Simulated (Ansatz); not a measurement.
One crystal and one scan (scan of one atom of the cell) at two levels, PBE (plane waves to 420 eV, PAW, scalar-relativistic; Ansatz, a first-principles code) and r2SCAN (plane waves to 500 eV, PAW, scalar-relativistic; Ansatz), each from its own relaxed cell and on its own mesh. The cell shown is that of PBE.

Starting cell, CdSe (wurtzite):

```
CELL_PARAMETERS angstrom
      4.38272     0.00000     0.00000
     -2.19136     3.79554     0.00000
      0.00000     0.00000     7.15447
ATOMIC_POSITIONS crystal
  Cd 0.66667 0.33333 0.00047
  Cd 0.33333 0.66667 0.50047
  Se 0.66667 0.33333 0.62473
  Se 0.33333 0.66667 0.12473
```

In this cell atom 2 (Cd, nearest neighbour Se at 2.682 Å; its periodic images, 4.4 Å or more away, move with it) is moved by s towards the nearest neighbour, unit vector (0.817, -0.472, 0.331); all other atoms and the cell stay fixed.

The energy includes the smearing's −TS. CdSe was relaxed with its symmetry unable to fall. Both scans cover s from -0.270 to 0.270 Å.

ΔE (meV/cell), each from the undisplaced structure of its own level:

```json
[
 {"s (Å)": "-0.270", "PBE": "106.2", "r2SCAN": "117.8"},
 {"s (Å)": "-0.216", "PBE": "72.8", "r2SCAN": "80.9"},
 {"s (Å)": "-0.162", "PBE": "43.9", "r2SCAN": "48.9"},
 {"s (Å)": "-0.108", "PBE": "20.9", "r2SCAN": "23.3"},
 {"s (Å)": "-0.054", "PBE": "5.6", "r2SCAN": "6.3"},
 {"s (Å)": "0.000", "PBE": "0.0", "r2SCAN": "0.0"},
 {"s (Å)": "0.054", "PBE": "6.5", "r2SCAN": "7.3"},
 {"s (Å)": "0.108", "PBE": "28.1", "r2SCAN": "31.4"},
 {"s (Å)": "0.162", "PBE": "68.1", "r2SCAN": "76.4"},
 {"s (Å)": "0.216", "PBE": "131.0", "r2SCAN": "146.8"},
 {"s (Å)": "0.270", "PBE": "221.5", "r2SCAN": "withheld"}
]
```

Task: Estimate the r2SCAN value at 0.270 from the PBE value there and the ratio of the two levels in the two nearest given rows on that side of the minimum.

Result: At 0.216 and 0.162 the ratio r2SCAN/PBE averages 1.121, which gives 1.121 × 221.5 = 248.3 meV/cell. The calculation gives 248.3 meV/cell, +12.1 % against PBE.

(A displaced cell: forces are minus the slopes of the energy, force constants its curvatures, and phonons follow from these.)
